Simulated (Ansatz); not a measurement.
Task: Name crystals whose computed values (plane-wave PAW LDA (Ansatz code)) fall in these windows: G_Hill (GPa) 23 to 32; B₀ by P(V) fit (GPa) 38 to 50; Θ_D (K) 200 to 280.

Result: 

| crystal | G_Hill (GPa) | B₀ by P(V) fit (GPa) | Θ_D (K) |
|---|---|---|---|
| Y, hcp (Mg type) | 26.7 | 44.9 | 248 |
| Sb, A7 (α-As type) | 27.6 | 45.3 | 214 |
| TiTe2, CdI2 type | 27.4 | 41.4 | 228 |
Others may fit too.

Weakly bound layers, chains or molecules computed without a dispersion correction, so cells and soft constants are ill determined: TiTe2, CdI2 type. All cells were relaxed under the symmetry of their starts (and spin orders); stability against distortions was not tested throughout. Rows with no word on spin ran without spin polarisation. Scalar-relativistic: spin–orbit coupling is off unless named, which matters more the heavier the elements.

Potentials: the later of the program's two PAW sets.
